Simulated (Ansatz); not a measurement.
Values for one crystal, relaxed and computed with DFT-PBEsol in the program Ansatz with PAW potentials; other levels are named.

```yaml
volume_per_atom: 16.22 Å³
electronic_character: metallic (no gap)
Pressure derivative B′: 5.0
Density of states at the Fermi level: 0.68 states/eV per atom (mean over ±0.08 eV)
Bulk modulus (Birch–Murnaghan fit): 157 GPa
Young's modulus: 175 GPa
mechanical_stability: stable (all eigenvalues of C positive)
```

Problem. Pick the material that matches.
A. Bi2Pd, C2/m (Bi on 4i, Bi on 4i, Pd on 4i)
B. ZrCd3, Cu3Au type
C. CrIr3, Cu3Au type
D. LuPd3, Cu3Au type

Solution. D, LuPd3, Cu3Au type

Space group Pm-3m (Cu3Au type). The workflow started from an entry of the Crystallography Open Database (COD). Its standing as an ambient phase is unchecked. The PBEsol relaxation kept the symmetry of its start; whether a distortion lowers the energy is not shown. The run is not spin-polarised. Scalar-relativistic: spin–orbit coupling is off unless named, which matters more the heavier the elements.

Potentials: the later of the program's two PAW sets.
